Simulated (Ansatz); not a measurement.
Relaxation of a relaxed BePd cell shaken by Gaussian noise of σ = 0.08 Å a coordinate; 8 atoms in the cell, which starts as P1 (No. 1), aP8; a = 2.686 Å, b = 5.444 Å, c = 6.350 Å, α = β = γ = 90.00°. All values below come from PBEsol (plane waves to 420 eV, PAW, scalar-relativistic; Ansatz, an electronic-structure program). Γ-centred k-mesh 6×12×5 on the run's cell (coarser than for final values), Fermi–Dirac smearing 0.05 eV. This is the first round of the run. 

The optimiser's lines from the output (shortened; P is positive under compression):

```
relax step   1: F+E_penalty+E_count = -27990.93052022 eV  Δ(F+E_penalty+E_count) = +0.000e0 eV  max|allowed force component| = 7.071e-1 eV/Å  Δτ_max = 0.0000 Å  P = +0.557 GPa  Ω = 92.850 Å³  (7 SCF iters, dr2 threshold 1.00e-7 eV, accepted)
relax step   2: F+E_penalty+E_count = -27991.02964162 eV  Δ(F+E_penalty+E_count) = -9.912e-2 eV  max|allowed force component| = 3.948e-1 eV/Å  Δτ_max = 0.0615 Å  P = +0.671 GPa  Ω = 92.595 Å³  (7 SCF iters, dr2 threshold 8.00e-7 eV, accepted)
relax step   3: F+E_penalty+E_count = -27991.08048922 eV  Δ(F+E_penalty+E_count) = -5.085e-2 eV  max|allowed force component| = 4.198e-2 eV/Å  Δτ_max = 0.0871 Å  P = -1.236 GPa  Ω = 93.579 Å³  (6 SCF iters, dr2 threshold 8.00e-7 eV, accepted)
relax step   4: F+E_penalty+E_count = -27991.08414952 eV  Δ(F+E_penalty+E_count) = -3.660e-3 eV  max|allowed force component| = 2.198e-2 eV/Å  Δτ_max = 0.0123 Å  P = +0.523 GPa  Ω = 92.628 Å³  (6 SCF iters, dr2 threshold 8.00e-7 eV, accepted)
relax step   5: F+E_penalty+E_count = -27991.08708658 eV  Δ(F+E_penalty+E_count) = -2.937e-3 eV  max|allowed force component| = 5.528e-2 eV/Å  Δτ_max = 0.0609 Å  P = +0.223 GPa  Ω = 92.697 Å³  (6 SCF iters, dr2 threshold 8.00e-7 eV, accepted)
relax step   6: F+E_penalty+E_count = -27991.09992625 eV  Δ(F+E_penalty+E_count) = -1.284e-2 eV  max|allowed force component| = 1.290e-1 eV/Å  Δτ_max = 0.0781 Å  P = -0.434 GPa  Ω = 92.854 Å³  (6 SCF iters, dr2 threshold 5.09e-7 eV, accepted)
relax step   7: F+E_penalty+E_count = -27991.24226157 eV  Δ(F+E_penalty+E_count) = -1.423e-1 eV  max|allowed force component| = 4.224e-1 eV/Å  Δτ_max = 0.1961 Å  P = -1.164 GPa  Ω = 92.420 Å³  (7 SCF iters, dr2 threshold 8.00e-7 eV, accepted)
relax step   8: F+E_penalty+E_count = -27991.61024014 eV  Δ(F+E_penalty+E_count) = -3.680e-1 eV  max|allowed force component| = 4.785e-1 eV/Å  Δτ_max = 0.1941 Å  P = -1.052 GPa  Ω = 91.327 Å³  (7 SCF iters, dr2 threshold 8.00e-7 eV, accepted)
relax step   9: F+E_penalty+E_count = -27991.99460123 eV  Δ(F+E_penalty+E_count) = -3.844e-1 eV  max|allowed force component| = 3.341e-1 eV/Å  Δτ_max = 0.1944 Å  P = -0.201 GPa  Ω = 90.337 Å³  (7 SCF iters, dr2 threshold 8.00e-7 eV, accepted)
relax step  10: F+E_penalty+E_count = -27992.49154428 eV  Δ(F+E_penalty+E_count) = -4.969e-1 eV  max|allowed force component| = 6.268e-1 eV/Å  Δτ_max = 0.1751 Å  P = -0.585 GPa  Ω = 89.518 Å³  (7 SCF iters, dr2 threshold 8.00e-7 eV, accepted)
relax step  11: F+E_penalty+E_count = -27992.88360098 eV  Δ(F+E_penalty+E_count) = -3.921e-1 eV  max|allowed force component| = 4.490e-1 eV/Å  Δτ_max = 0.1434 Å  P = +0.160 GPa  Ω = 87.995 Å³  (7 SCF iters, dr2 threshold 8.00e-7 eV, accepted)
relax step  12: F+E_penalty+E_count = -27992.99953967 eV  Δ(F+E_penalty+E_count) = -1.159e-1 eV  max|allowed force component| = 2.739e-2 eV/Å  Δτ_max = 0.0945 Å  P = -0.017 GPa  Ω = 87.647 Å³  (7 SCF iters, dr2 threshold 8.00e-7 eV, accepted)
relax step  13: F+E_penalty+E_count = -27993.00462308 eV  Δ(F+E_penalty+E_count) = -5.083e-3 eV  max|allowed force component| = 1.586e-3 eV/Å  Δτ_max = 0.0072 Å  P = +0.134 GPa  Ω = 87.551 Å³  (6 SCF iters, dr2 threshold 8.00e-7 eV, accepted)
relax step  14: F+E_penalty+E_count = -27993.00475937 eV  Δ(F+E_penalty+E_count) = -1.363e-4 eV  max|allowed force component| = 6.285e-4 eV/Å  Δτ_max = 0.0004 Å  P = -0.074 GPa  Ω = 87.648 Å³  (6 SCF iters, dr2 threshold 2.48e-7 eV, accepted)
relax step  15: F+E_penalty+E_count = -27993.00478233 eV  Δ(F+E_penalty+E_count) = -2.296e-5 eV  max|allowed force component| = 1.134e-4 eV/Å  Δτ_max = 0.0001 Å  P = -0.002 GPa  Ω = 87.615 Å³  (6 SCF iters, dr2 threshold 2.39e-8 eV, accepted)
relax step  16: F+E_penalty+E_count = -27993.00353676 eV  Δ(F+E_penalty+E_count) = +1.246e-3 eV  max|allowed force component| = 1.128e-4 eV/Å  Δτ_max = 0.0000 Å  P = +0.007 GPa  Ω = 87.615 Å³  stress off target by 1.76e-2 GPa  SCF on the basis re-selected at this cell (its energy is not comparable with the rows above)  (6 SCF iters)
```

From the first to the last row the energy changes by -0.26 eV/atom and the volume by -5.6 %. The last row is marked as not comparable with the walk above it, whose basis was carried along; it does compare with step 1, since both stand on a basis selected at the nominal cutoff for their own cell.

Later rounds, restarted from the end of this one on a renewed k-mesh, logged 10 more steps and released under 0.01 eV/atom more. The final structure after all rounds: Pm-3m (No. 221), cP2, CsCl type; a = b = c = 2.7976 Å, α = β = γ = 90.00°. Between re-selections the logged energies stand on a plane-wave basis carried along with the cell. No spin polarisation in the result.

Of the parent cell (Pnma (No. 62)): it is a generated cell of BePd: the first start was made by placing the elements on the sites of a structure type, and the end was not matched to a known phase here, so it may be hypothetical.
